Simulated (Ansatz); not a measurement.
**Is this Ni result the lowest state?**

Ni is taken as a measured crystal structure (space group Fm-3m, primitive cell doubled), 2 atoms in the cell. Source: COD entry 9013029, which need not be the ambient phase.

The calculation used DFT, PBE, PAW, plane waves, scalar-relativistic (Ansatz).

```yaml
crystal:
  lattice:
    - [0.0, -1.7855, -1.7855]
    - [-3.571, -1.7855, -1.7855]
    - [0.0, 1.7855, -1.7855]
  atoms:
    - { symbol: Ni, position: [0.0, 0.0, 0.0], spin: 2.0 }
    - { symbol: Ni, position: [0.0, 0.5, 0.5], spin: -2.0 }
magnetization:
  spin_polarized: true
hamiltonian:
  xc: pbe
  pseudopotentials: { kind: paw }
basis:
  ecutwfc: 420
kpoints:
  mp_grid: { grid: [13, 8, 11] }
scf:
  occupations: { method: gaussian, width: 0.1 }
  lower_state_search: "off"
output:
  forces: true
  stress: true
```

Launched as:
```sh
ansatz run input.yaml --threads 2 --pin off --max-ram 5120MiB --backend cpu --events-out ev --progress --plain --runs-dir out
```

Time: 5.2 s on 2 threads of Intel(R) Xeon(R) 6975P-C (Granite Rapids), with other jobs on the host, peak memory 0.51 GiB.

The end of the output:

```
SCF converged after 16 iterations
Magnetization: 0.0000 μB (18.0000 up, 18.0000 down)
Absolute magnetization: 0.3645 μB (∫|ρ↑−ρ↓|, with the PAW one-centre terms)
Spin contamination: 0.1323 ħ² per cell (⟨S²⟩ above its minimum at these occupations)
Per-site moments (μB) at R_I (Å): [(0.1795, 1.0415), (-0.1795, 1.0415)]
Free energy (F): -11679.306012 eV
Harris-Foulkes:  -11679.306012 eV  (|F-HF|=5.82e-11)
Internal energy: -11679.270235 eV  (E = F + TS)
E sigma→0 (E₀):  -11679.288124 eV
Entropy (-TS):   -0.035778 eV (-17.889 meV/atom)
Fermi energy:    16.975414 eV
--- Forces (eV/Å), atoms counted from 1 ---
  atom   1  Ni     0.00000000     0.00000000    -0.00000000
  atom   2  Ni     0.00000000    -0.00000000     0.00000000
--- Stress (GPa, compression-positive) ---
       -9.017917      -0.006858      -0.006858
       -0.006858      -8.711026      -0.107183
       -0.006858      -0.107183      -8.711026
  P = ⅓ Tr σ = -8.8133 GPa (-88.133 kbar)
```

The mesh has less symmetry than the lattice, which lowers the symmetry of the run.

A small moment in a metal is sensitive to the mesh and the smearing.

Site moments are taken inside atomic spheres and don't add up to the total.

Task: Has the SCF ended in the lowest solution? If not, by how much is it too high?

Result: No. A state 59.6 meV/atom (0.119 eV per cell) lower exists in this cell: ferromagnetic, site moments Ni1 0.68, Ni2 0.68 μB, total 1.27 μB per cell, no gap on the k-mesh. It was reached from: parallel moments, default search for lower states [Ni1 2.00, Ni2 2.00 μB]; opposed moments +-, default search for lower states [Ni1 2.00, Ni2 -2.00 μB]. The wrong state matters: the pressure is -8.0 GPa there against -8.8 GPa here. States within about 5 meV/atom are too close for this mesh, smearing and search to settle their order. This multiple of the primitive cell fits some opposed orders; other multiples fit others. Orders that need a larger cell or non-collinear spins weren't tried.
